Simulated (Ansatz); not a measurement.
**Relaxing Rb**

Level of theory: DFT r2SCAN, scalar-relativistic, plane waves, PAW in Ansatz 0.2.0. Settings: 500 eV cutoff, 9×9×6 k-mesh, Gaussian smearing of 0.10 eV, no spin polarisation.

What was changed: biaxial strain in the a-b plane, c and atoms relaxed: -6.0 %.

Command:

```bash
ansatz run input.yaml --threads 1 --pin off --max-ram 1331MiB --backend cpu --events-out ev --progress --plain --runs-dir out
```

Input:

```yaml
crystal:
  lattice:
    - [4.7829145574, 0.0, 0.0]
    - [-2.3914572787, 4.1421255109, 0.0]
    - [0.0, 0.0, 8.7459720673]
  atoms:
    - { symbol: Rb, position: [0.3333333333, 0.6666666667, 0.25] }
    - { symbol: Rb, position: [0.6666666667, 0.3333333333, 0.75] }
basis:
  ecutwfc: 500
kpoints:
  mp_grid: { grid: [9, 9, 6] }
hamiltonian:
  xc: r2scan
scf:
  occupations: { method: gaussian, width: 0.1 }
output:
  forces: true
  stress: true
  eigenvalues: true
relax:
  adjacent_minimum: "off"
  f_tol: 0.008
  max_steps: 40
  cell: { stress_tol: 0.015, fix: [a, b, gamma] }
```

F is the free energy. Steps run on the plane waves of an earlier cell, but the last one, and at times one on the way, on a freshly chosen basis, so a repeated geometry can differ a little in energy. The held parts of the cell keep their stress, so P needn't end at zero.

Steps:

```json
{"step": "1", "F − F(1) (eV)": "0.0000", "largest force component (eV/Å)": "0.000", "V (Å³/atom)": "86.635", "P (GPa)": "0.31"}
{"step": "2", "F − F(1) (eV)": "-0.0001", "largest force component (eV/Å)": "0.000", "V (Å³/atom)": "86.545", "P (GPa)": "0.31"}
{"step": "3", "F − F(1) (eV)": "-0.0004", "largest force component (eV/Å)": "0.000", "V (Å³/atom)": "85.816", "P (GPa)": "0.34"}
{"step": "4", "F − F(1) (eV)": "-0.0004", "largest force component (eV/Å)": "0.000", "V (Å³/atom)": "85.816", "P (GPa)": "0.34"}
```

Relaxed structure:

```cif
data_structure
_symmetry_space_group_name_H-M 'P 1'
_symmetry_Int_Tables_number 1
_cell_length_a 4.7829
_cell_length_b 4.7829
_cell_length_c 8.6633
_cell_angle_alpha 90.000
_cell_angle_beta 90.000
_cell_angle_gamma 120.000
_cell_volume 171.63
loop_
_atom_site_label
_atom_site_type_symbol
_atom_site_fract_x
_atom_site_fract_y
_atom_site_fract_z
_atom_site_occupancy
Rb1 Rb 0.33333 0.66667 0.25000 1
Rb2 Rb 0.66667 0.33333 0.75000 1
```

The structure is hexagonal, space group P6_3/mmc (No. 194). The conventional cell has a = 4.783 Å, b = 4.783 Å, c = 8.663 Å, α = 90.00°, β = 90.00°, γ = 120.00°.

The run converged. The run took of the order of 110 core-seconds.